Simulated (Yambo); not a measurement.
**Excitons in NaOH**

```xyz
6
Lattice="1.6966 -5.4012 0.0000 1.6966 5.4012 0.0000 0.0000 0.0000 3.3736" Properties=species:S:1:pos:R:3 pbc="T T T"
H      1.6966     4.9803     2.5302
H      1.6966    -4.9803     0.8434
O      1.6966    -4.0141     0.8434
O      1.6966     4.0141     2.5302
Na     1.6966     1.7116     2.5302
Na     1.6966    -1.7116     0.8434
```

Cell and atoms were relaxed with PBE+D3(BJ) from Materials Project entry mp-23891, within its symmetry.

BSE in Yambo on PBEsol (Quantum ESPRESSO, PseudoDojo norm-conserving, 88 Ry, scalar-relativistic) bands: 6×6×6 mesh, 6 valence and 4 conduction bands, static screening with 38 bands and a 3 Ry block, scissor 2.80 eV, Tamm-Dancoff; field along x.

```json
[
 {"state": "1", "energy (eV)": "4.71", "states within 2 meV": "1", "relative strength": "< 0.01", "class": "dark", "main transitions": "VB → CB (79 %)"},
 {"state": "2", "energy (eV)": "4.79", "states within 2 meV": "1", "relative strength": "< 0.01", "class": "weak", "main transitions": "several band pairs"},
 {"state": "3", "energy (eV)": "5.00", "states within 2 meV": "1", "relative strength": "1.00", "class": "strong", "main transitions": "several band pairs"},
 {"state": "4", "energy (eV)": "5.08", "states within 2 meV": "1", "relative strength": "< 0.01", "class": "dark", "main transitions": "several band pairs"},
 {"state": "5", "energy (eV)": "5.38", "states within 2 meV": "1", "relative strength": "< 0.01", "class": "dark", "main transitions": "VB → CB (89 %)"},
 {"state": "6", "energy (eV)": "5.48", "states within 2 meV": "1", "relative strength": "< 0.01", "class": "dark", "main transitions": "VB → CB (93 %)"}
]
```

These are vertical excitations (zero momentum). The direct quasiparticle gap on this mesh is 5.85 eV; counted from there, state 1 is bound by 1.14 eV. Convergence with the mesh was not shown.

Spin singlets only. Strengths are relative to the strongest of the lowest states of this run; strong means a line over 3 % of the spectrum's maximum, dark under 0.03 %. Absolute energies carry the error of the G0W0 scissor, whose convergence isn't established; the long-wavelength screening was taken along (1,1,1) although the crystal is anisotropic.

The structure is a Materials Project entry; no match was found in the copy of COD used, and its stability was not checked.
